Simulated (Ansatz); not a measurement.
HfC (rock salt, Fm-3m) at seven volumes, DFT-LDA in the program Ansatz with PAW potentials, scaled uniformly. One row is withheld.

```tsv
V (Å³/atom)	P (GPa)
10.874	29.71
11.232	18.28
11.591	8.45
11.949	0.00
12.308	-7.28
12.666	?
13.025	-18.96
```

Fit the shown pressures and predict the withheld one.

P = (3/2)B₀(x^(7/2) − x^(5/2))[1 + (3/4)(B′ − 4)(x − 1)] with x = (V₀/V)^(2/3). Least squares on the six rows gives V₀ = 11.949 Å³/atom, B₀ = 261 GPa, B′ = 3.98. At V = 12.666, x = 0.9619 and P = -13.54 GPa. The run itself gave -13.56 GPa.

Symmetry was held in the LDA relaxation; of distortions, only those at the zone centre were tested. The run is not spin-polarised. Spin–orbit coupling is left out wherever it is not named.

Potentials: the later of the program's two PAW sets.
